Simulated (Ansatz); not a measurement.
Ge: energy along a strain

Ge, I4_1/amd, a = 5.149 Å, c = 2.795 Å (as given, not relaxed at this level: -0.7 GPa). This isn't the element's structure at ambient conditions. Ansatz: PBEsol, PAW, 420 eV, Γ-centred 20×20×20 mesh on 2 atoms, Gaussian smearing 0.15 eV; no spin polarisation. Cell vectors (Å): -2.574 2.574 1.397; 2.574 -2.574 1.397; 2.574 2.574 -1.397. The cell is strained by x per cent times the pattern (0 0 0 0 0 1) in the order xx yy zz yz xz xy (engineering shears), with fractional coordinates held. y is the free energy over the start, V0 = 18.524 Å³/atom. Symmetry makes y even in x. Points with a strain past 8.5 % were computed too (2) and aren't used here.

| x (%) | y (meV/atom) |
| --- | --- |
| -5.00 | 7.46 |
| 0.00 | 0.00 |
| 2.50 | ? |
| 3.75 | 4.25 |
| 6.25 | 11.43 |
| 7.50 | 16.11 |

Task: Fit y = c2 x² + c4 x⁴ to the other rows, get the stiffness along the pattern, and predict the missing energy.

Result: Least squares on the rows shown. y = 0.30752 x² − 0.00037626 x⁴. The clamped-ion stiffness p·C·p = 2 × 3.075 eV × 160.2 / 18.524 Å³ = 53 GPa, which is C66 in these axes (second derivative at the start, which stands under stress). At x = 2.50 the fit asked for gives 1.91 meV/atom. The run gave 1.90 meV/atom, so the fit is 0.01 meV/atom too high, within twice the rms miss on the fitted rows (0.006 meV/atom).